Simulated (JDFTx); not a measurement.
An input for a modified build of JDFTx (Hf(0001), CANDLE, water, 1 M NaF; bohr, hartree) and the course of its log:

```
lattice \
  6.0327237346 3.0163618673 0.0000000000 \
  0.0000000000 5.2244920096 0.0000000000 \
  0.0000000000 0.0000000000 44.5975365412
coords-type Lattice
ion Hf 0.6666666668 0.6666666668 -0.1603296610 0
ion Hf 0.0000000002 0.0000000002 -0.0534432200 0
ion Hf 0.6666666668 0.6666666668 0.0534432200 0
ion Hf 0.0000000002 0.0000000002 0.1603296610 0
ion-species pseudo/hf_pbe_v1.upf
elec-cutoff 20 100
elec-ex-corr gga-PBE
coulomb-interaction Slab 001
coulomb-truncation-embed 0 0 0
kpoint-folding 4 4 1
elec-smearing Fermi 0.01
elec-n-bands 34
electronic-scf nIterations 100 energyDiffThreshold 1e-08
fluid LinearPCM
pcm-variant CANDLE
fluid-solvent H2O
fluid-cation Na+ 1
fluid-anion F- 1
fluid-minimize nIterations 400 knormThreshold 1e-11
wavefunction read vac.wfns
elec-initial-eigenvals vac.eigenvals
dump-name f0.$VAR
dump End State Ecomponents EigStats BandEigs Forces ElecDensity IonicPositions Fillings Kpoints Dtot FluidDebug BoundCharge FluidDensity
```

```
[one cycle in 5 is shown, and the last three; fluid-solver lines are left out]
	FillingsUpdate:  mu: -0.147336305  nElectrons: 48.000000
SCF: Cycle:  0   F: -199.107232608120057   dF: +1.578e-04   |Residual|: 1.983e-03   |deigs|: 1.815e-05
	FillingsUpdate:  mu: -0.142836614  nElectrons: 48.000000
SCF: Cycle:  5   F: -199.107441494144723   dF: -6.914e-07   |Residual|: 2.156e-04   |deigs|: 6.401e-04
	FillingsUpdate:  mu: -0.142634052  nElectrons: 48.000000
SCF: Cycle: 10   F: -199.107442874670426   dF: -5.183e-07   |Residual|: 5.169e-05   |deigs|: 6.289e-05
	FillingsUpdate:  mu: -0.142606889  nElectrons: 48.000000
SCF: Cycle: 15   F: -199.107442956019980   dF: -4.326e-08   |Residual|: 3.010e-05   |deigs|: 8.381e-06
	FillingsUpdate:  mu: -0.142614251  nElectrons: 48.000000
SCF: Cycle: 20   F: -199.107442986100722   dF: -2.800e-08   |Residual|: 1.445e-05   |deigs|: 1.186e-05
	FillingsUpdate:  mu: -0.142594153  nElectrons: 48.000000
SCF: Cycle: 25   F: -199.107442937743087   dF: +4.670e-08   |Residual|: 2.653e-05   |deigs|: 1.371e-05
	FillingsUpdate:  mu: -0.142598213  nElectrons: 48.000000
SCF: Cycle: 30   F: -199.107442934033912   dF: +5.417e-08   |Residual|: 3.586e-05   |deigs|: 8.046e-06
	FillingsUpdate:  mu: -0.142616585  nElectrons: 48.000000
SCF: Cycle: 35   F: -199.107442986484386   dF: -1.262e-08   |Residual|: 8.638e-06   |deigs|: 3.824e-05
	FillingsUpdate:  mu: -0.142600838  nElectrons: 48.000000
SCF: Cycle: 40   F: -199.107442988913078   dF: +3.203e-11   |Residual|: 2.862e-06   |deigs|: 7.657e-08
	FillingsUpdate:  mu: -0.142600843  nElectrons: 48.000000
SCF: Cycle: 45   F: -199.107442988947042   dF: -2.046e-11   |Residual|: 4.085e-06   |deigs|: 3.430e-08
	FillingsUpdate:  mu: -0.142603773  nElectrons: 48.000000
SCF: Cycle: 50   F: -199.107442973196555   dF: +8.101e-09   |Residual|: 1.552e-05   |deigs|: 1.011e-05
	FillingsUpdate:  mu: -0.142604431  nElectrons: 48.000000
SCF: Cycle: 55   F: -199.107442986661056   dF: -8.214e-08   |Residual|: 5.738e-06   |deigs|: 2.233e-05
	FillingsUpdate:  mu: -0.142564031  nElectrons: 48.000000
SCF: Cycle: 60   F: -199.107442853831827   dF: +1.167e-07   |Residual|: 4.139e-05   |deigs|: 4.738e-05
	FillingsUpdate:  mu: -0.142602925  nElectrons: 48.000000
SCF: Cycle: 65   F: -199.107442979844507   dF: -1.738e-07   |Residual|: 1.602e-05   |deigs|: 4.009e-05
	FillingsUpdate:  mu: -0.142617594  nElectrons: 48.000000
SCF: Cycle: 70   F: -199.107442971177136   dF: -7.812e-08   |Residual|: 1.546e-05   |deigs|: 2.677e-05
	FillingsUpdate:  mu: -0.142615787  nElectrons: 48.000000
SCF: Cycle: 75   F: -199.107442976599060   dF: -2.143e-08   |Residual|: 1.414e-05   |deigs|: 4.746e-05
	FillingsUpdate:  mu: -0.142618895  nElectrons: 48.000000
SCF: Cycle: 80   F: -199.107442943259770   dF: +2.076e-08   |Residual|: 2.587e-05   |deigs|: 3.462e-05
	FillingsUpdate:  mu: -0.142594562  nElectrons: 48.000000
SCF: Cycle: 85   F: -199.107442966520665   dF: +1.996e-08   |Residual|: 1.726e-05   |deigs|: 1.379e-05
	FillingsUpdate:  mu: -0.142608670  nElectrons: 48.000000
SCF: Cycle: 90   F: -199.107442985373837   dF: -4.764e-08   |Residual|: 7.042e-06   |deigs|: 1.603e-05
	FillingsUpdate:  mu: -0.142617164  nElectrons: 48.000000
SCF: Cycle: 95   F: -199.107442948260740   dF: +1.334e-08   |Residual|: 2.482e-05   |deigs|: 3.091e-05
	FillingsUpdate:  mu: -0.142592405  nElectrons: 48.000000
SCF: Cycle: 97   F: -199.107442981230150   dF: +3.677e-09   |Residual|: 1.003e-05   |deigs|: 1.746e-05
	FillingsUpdate:  mu: -0.142628895  nElectrons: 48.000000
SCF: Cycle: 98   F: -199.107442908486803   dF: +7.274e-08   |Residual|: 3.178e-05   |deigs|: 3.919e-05
	FillingsUpdate:  mu: -0.142610192  nElectrons: 48.000000
SCF: Cycle: 99   F: -199.107442987095169   dF: -7.861e-08   |Residual|: 6.219e-06   |deigs|: 2.046e-05
SCF: None of the convergence criteria satisfied after 100 iterations.
IonicMinimize: Iter:   0  F: -199.107442987095169  |grad|_K:  0.000e+00
IonicMinimize: Converged (|grad|_K<1.000000e-04).
```

This run gave no converged result. The loop ran out of cycles short of its threshold. It has stalled and not diverged: the last ten energies span 1e-07 Ha, so the total is near its end, but levels, forces and charges aren't shown converged.
